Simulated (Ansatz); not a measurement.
Cr:
```
CELL_PARAMETERS angstrom
      2.86579     0.00000     0.00000
      0.00000     2.86579     0.00000
      0.00000     0.00000     2.86579
ATOMIC_POSITIONS crystal
  Cr 0.00000 0.00000 0.00000
  Cr 0.50000 0.50000 0.50000
```
Starting moments (μB, in the order of the atoms Cr Cr): 1.1 -1.1.

Relaxed with PBE. Special points in fractions of this cell's reciprocal vectors: Γ (0.000, 0.000, 0.000); X (0.000, 0.500, 0.000); M (0.500, 0.500, 0.000); R (0.500, 0.500, 0.500).

**Question.** List the band energies nearest the Fermi level at these points for plane-wave PAW PBE (Ansatz code).

**Answer.** In eV from the Fermi level; about four levels below and three above (degenerate sets whole), none deeper than 8.9 eV; points with the same levels are listed once.

```
k                                  below                     above
---  -----------------------------------  ------------------------
Γ ↑        -4.15 -4.15 -0.86 -0.86 -0.86  1.27 1.27 2.63 2.63 2.63
X ↑              -2.01 -1.29 -0.77 -0.77            0.21 0.21 0.25
M ↑              -4.37 -4.24 -2.34 -2.34            1.08 1.08 1.14
R ↑  -2.54 -2.54 -2.54 -1.87 -1.87 -1.87       1.22 1.22 2.08 2.08
```

Space group Im-3m (bcc (W type)). The PBE relaxation kept the symmetry of its start, as lowered by the spin order. Magnetic state: antiferromagnetic, chosen from 3 collinear starts compared on coarse meshes (ties went to the first, and starts can fall back to one state), not a proven ground state. Textbook magnetic order: a spin-density-wave antiferromagnet. Point labels and valley counts follow the cell and symmetry of the run, lower than the named group.

Potentials: the earlier of the program's two PAW sets.
